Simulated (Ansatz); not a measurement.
Hg2SeS:
```yaml
crystal:
  lattice:
    - [4.24282, 0.00000, 0.00000]
    - [0.00000, 4.24282, 0.00000]
    - [0.00000, 0.00000, 6.01080]
  atoms:
    - { symbol: Hg, position: [0.50000, 0.00000, 0.76258] }
    - { symbol: Hg, position: [0.00000, 0.50000, 0.23742] }
    - { symbol: Se, position: [0.00000, 0.00000, 0.50000] }
    - { symbol: S, position: [0.50000, 0.50000, 0.00000] }
```

Relaxed with PBEsol. Special points in fractions of this cell's reciprocal vectors: Γ (0.000, 0.000, 0.000); X (0.000, 0.500, 0.000); M (0.500, 0.500, 0.000); Z (0.000, 0.000, 0.500); R (0.000, 0.500, 0.500); A (0.500, 0.500, 0.500).

**Question.** List the band energies nearest the Fermi level at these points for PBEsol with spin–orbit coupling in the plane-wave PAW code Ansatz.

**Answer.** In eV from the Fermi level; about four levels below and three above (degenerate sets whole), none deeper than 8.9 eV; points with the same levels are listed once.

```json
[
 {"k": "Γ", "below": "-0.09 -0.09 -0.02 -0.02", "above": "0.01 0.01 2.88 2.88"},
 {"k": "X", "below": "-1.22 -1.22 -0.76 -0.76", "above": "2.41 2.41 2.56 2.56"},
 {"k": "M", "below": "-2.27 -2.27 -2.13 -2.13", "above": "2.81 2.81 2.85 2.85"},
 {"k": "Z", "below": "-1.06 -1.06 -1.03 -1.03", "above": "2.13 2.13 2.28 2.28"},
 {"k": "R", "below": "-0.98 -0.98 -0.75 -0.75", "above": "1.12 1.12 1.28 1.28"},
 {"k": "A", "below": "-2.48 -2.48 -2.25 -2.25", "above": "3.49 3.49 3.60 3.60"}
]
```

Space group P-4m2. The workflow started from a Materials Project entry (that database holds measured and hypothetical structures alike); the Crystallography Open Database copy checked does not list it. Its standing as an ambient phase is unchecked. Symmetry was held in the PBEsol relaxation; whether a distortion lowers the energy is not shown. The Fermi level of a semimetal is unsure by some 0.05 eV on such meshes.

Potentials: the later of the program's two PAW sets.
